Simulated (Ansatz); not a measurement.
Each is relaxed and computed with the program Ansatz at the r²SCAN level (PAW). Which is the only one with a gap?
A) LaN, zinc blende
B) LaAsRh, I4_1md (As on 4a, Rh on 4a, La on 4a)
C) LaSi3Ir, I4mm (La on 2a, Si on 4b, Si on 2a, Ir on 2a)
D) LaSi2Ir2, I4/mmm (Si on 4e, Ir on 4d, La on 2a)

A, LaN, zinc blende. LaN: gap 1.51 eV (indirect); LaSi3Ir: metal; LaSi2Ir2: metal; LaAsRh: metal. Typed or built starts, not in the databases checked: LaN, zinc blende. Standing as an ambient phase not checked: LaSi3Ir, I4mm (La on 2a, Si on 4b, Si on 2a, Ir on 2a); LaSi2Ir2, I4/mmm (Si on 4e, Ir on 4d, La on 2a); LaAsRh, I4_1md (As on 4a, Rh on 4a, La on 4a). All cells were relaxed under the symmetry of their starts (and spin orders); stability against distortions was not tested throughout. Rows with no word on spin ran without spin polarisation. Spin–orbit coupling is left out wherever it is not named.

Potentials: the later of the program's two PAW sets.
